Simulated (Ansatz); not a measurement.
AlPt:
```
AlPt
1.0
    0.00000     2.56770     2.56770
    2.56770     0.00000     2.56770
    2.56770     2.56770     0.00000
Pt Al
1 1
Cartesian
  0.00000   0.00000   0.00000
  2.56770   2.56770   2.56770
```

Relaxed with PBE. Special points in fractions of this cell's reciprocal vectors: Γ (0.000, 0.000, 0.000); X (0.500, 0.000, 0.500); U (0.625, 0.250, 0.625); K (0.375, 0.375, 0.750); L (0.500, 0.500, 0.500); W (0.500, 0.250, 0.750).

Task: List the band energies nearest the Fermi level at these points for DFT-PBE with spin–orbit coupling in the program Ansatz with PAW potentials.

Result: In eV from the Fermi level; about four levels below and three above (degenerate sets whole), none deeper than 8.9 eV; points with the same levels are listed once.

| k | below | above |
|---|---|---|
| Γ | -2.92 -2.92 -2.92 -2.92 | 4.97 4.97 5.66 5.66 5.66 5.66 |
| X | -1.48 -1.48 -0.73 -0.73 | 1.17 1.17 1.77 1.77 |
| U | -1.69 -1.69 -0.37 -0.37 | 0.50 0.50 3.14 3.14 |
| L | -2.03 -2.03 -1.01 -1.01 | 6.00 6.00 6.80 6.80 |
| W | -1.92 -1.92 -1.45 -1.45 | 0.06 0.06 0.32 0.32 |

Space group Fm-3m (rock salt). The start of the workflow was typed in or built on a structure type; neither database checked (COD, Materials Project) lists it. Whether it is the stable phase at ambient conditions was not checked. The cell was relaxed with PBE under the symmetry of its start; its stability against distortions is not shown here. The run is not spin-polarised.

Potentials: the earlier of the program's two PAW sets.
